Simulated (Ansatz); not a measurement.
Zr2Rh:
```
CELL_PARAMETERS angstrom
     -3.24473     3.24473     2.83139
      3.24473    -3.24473     2.83139
      3.24473     3.24473    -2.83139
ATOMIC_POSITIONS crystal
  Rh 0.25000 0.25000 0.00000
  Rh 0.75000 0.75000 0.00000
  Zr 0.66735 0.16735 0.83471
  Zr 0.16735 0.33265 0.50000
  Zr 0.33265 0.83265 0.16529
  Zr 0.83265 0.66735 0.50000
```

Relaxed with r²SCAN. Special points in fractions of this cell's reciprocal vectors: Γ (0.000, 0.000, 0.000); X (0.000, 0.000, 0.500); M (-0.500, 0.500, 0.500); Z (0.440, 0.440, -0.440); Z0 (-0.440, 0.560, 0.440); P (0.250, 0.250, 0.250); N (0.000, 0.500, 0.000).

Problem. List the band energies nearest the Fermi level at these points for r²SCAN (plane waves, PAW; program Ansatz).

Solution. In eV from the Fermi level; about four levels below and three above (degenerate sets whole), none deeper than 8.9 eV; points with the same levels are listed once.

```tsv
k	below	above
Γ	-1.10 -0.75 -0.75 -0.58	0.44 0.44 0.52
X	-1.05 -0.72 -0.51 -0.39	0.10 0.15 0.31
M	-0.28 -0.27 -0.27 -0.08	1.77 1.77 2.01
Z	-0.47 -0.32 -0.27 -0.27	0.02 1.80 1.80
P	-2.33 -2.33 -0.11 -0.11	0.18 0.18 0.28 0.28
N	-0.20 -0.20 -0.15 -0.15	0.76 0.76 1.33 1.33
```

Space group I4/mcm. The workflow started from an entry of the Crystallography Open Database (COD). Whether it is the stable phase at ambient conditions was not checked. The r²SCAN relaxation kept the symmetry of its start; whether a distortion lowers the energy is not shown. The run is not spin-polarised. Scalar-relativistic: spin–orbit coupling is off unless named, which matters more the heavier the elements.

Potentials: the later of the program's two PAW sets.
